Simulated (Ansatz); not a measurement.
A relaxed cell of B₂As is given with its symmetry left out. The cell was found from a structure generator's guess, not taken from experiment.

All numbers below come from DFT PBE, scalar-relativistic, plane waves, PAW (Ansatz). Cutoff 420 eV, Γ-centred mesh, Gaussian smearing, no spin polarisation.

```xyz
3
Lattice="3.4930 -1.5250 0.0000 3.4930 1.5250 0.0000 -0.0369 0.0000 3.3904" Properties=species:S:1:pos:R:3 pbc="T T T"
B     1.4178    0.0000    1.6256
B     5.5312    0.0000    1.7648
As    0.0000    0.0000    0.0000
```

Formation energies are uncorrected and refer to the elements' standard structures at the same level.

Question: What space group does it have?

Answer: C2/m (No. 12). Conventional cell: a = 6.986 Å, b = 3.050 Å, c = 3.391 Å, β = 90.6°. B has 2 B at 1.65 Å, 1 As at 2.16 Å and 1 As at 2.29 Å; around As lie 2 B at 2.16 Å and 2 B at 2.29 Å.

Question: How far does it lie from the elements in energy?

Answer: +0.50 eV/atom. A positive value: parting into the elements would lower its energy.

Question: Is it a metal?

Answer: Yes, bands cross the Fermi level on the 16×16×14 mesh.

Question: From what recipe could a structure generator have reached it?

Answer: One such recipe: 5-, 6-connected net, elements by coordination (C2/m, No. 12). Other recipes can lead to the same cell.

The last run used a 16×16×14 mesh (in the run's order of axes) for its 3-atom cell and Gaussian smearing of 0.10 eV. An odd number of electrons in the primitive cell allows no gap without spin; a larger cell or a magnetic state could open one. The cell is a metal run without spin; a magnetic state may lie lower. The reference form of As is held partly by dispersion forces, which this level lacks. A structure relaxed within its symmetry needn't be a true minimum.
